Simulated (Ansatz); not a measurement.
## C: a phonon run with k mesh 5×5×2

Method: Ansatz 0.2.0, DFT LDA, scalar-relativistic, plane waves, PAW.

Launched with:
```bash
ansatz run input.yaml --threads 1 --pin off --max-ram 3072MiB --backend cpu --events-out ev --progress --plain --runs-dir out
```

Input (bare energies are in eV):
```yaml
crystal:
  lattice:
    - [1.2228066819, -2.1167318658, 0.0]
    - [1.2228066819, 2.1167318658, 0.0]
    - [0.0, 0.0, 6.7225117217]
  atoms:
    - { symbol: C, position: [0.0833124673, 0.9166875327, 0.75] }
    - { symbol: C, position: [0.5833124673, 0.4166875327, 0.25] }
    - { symbol: C, position: [0.9166875327, 0.0833124673, 0.25] }
    - { symbol: C, position: [0.4166875327, 0.5833124673, 0.75] }
basis:
  ecutwfc: 420
kpoints:
  mp_grid: { grid: [5, 5, 2] }
hamiltonian:
  xc: lda
scf:
  occupations: { method: fermi_dirac, width: 0.15 }
output:
  eigenvalues: true
phonons:
  method: dfpt
```

From the output:
```
--- Phonons (Γ-DFPT): 3 representative perturbations + reference, on 18 of 50 k-points (Σ response iterations 9) ---
  k mesh reduced under 4 symmetry operations, with k and −k counted as one. Each operation leaves every solved displacement unchanged or reverses it
  ASR residual: 1.525e-5 → 0.000e0 eV/Å²; symmetrization residual: 8.335e-14 eV/Å²
  ASR residual per site (eV/Å²): 1.53e-5 1.53e-5 1.53e-5 1.53e-5
  Γ frequencies (cm⁻¹): -49.52 0.00 0.00 0.00 60.59 97.72 889.23 891.63 1644.20 1653.98 1655.18 1657.95
  non-analytic LO–TO correction: not included (Born effective charges unavailable; polar crystals: no LO–TO splitting at Γ)
```

It took 3.1 s on 1 thread of Arm Neoverse V1, on a shared host, peak memory 0.3 GiB.

Beside the reference run (Plane waves to 420 eV; Γ-centred k mesh 18×18×6; Fermi-Dirac smearing of 0.15 eV. No spin polarisation. Phonons by linear response, acoustic sum rule imposed.), the optical modes at Γ (cm⁻¹, by rank, not all listed, no LO field; i marks imaginary):
```csv
setting,mode 1,mode 2,mode 8,mode 9
reference run,35i,53,1599,1609
k mesh 5×5×2,50i,61,1655,1658
```

In a metal, frequencies and elastic constants depend on the k mesh and the smearing, soft modes and shear constants most. The crystal is built of layers and no dispersion correction was added, so the binding between them is poorly described, and with it their spacing and whatever depends on it.

This form isn't the element's structure at ambient conditions.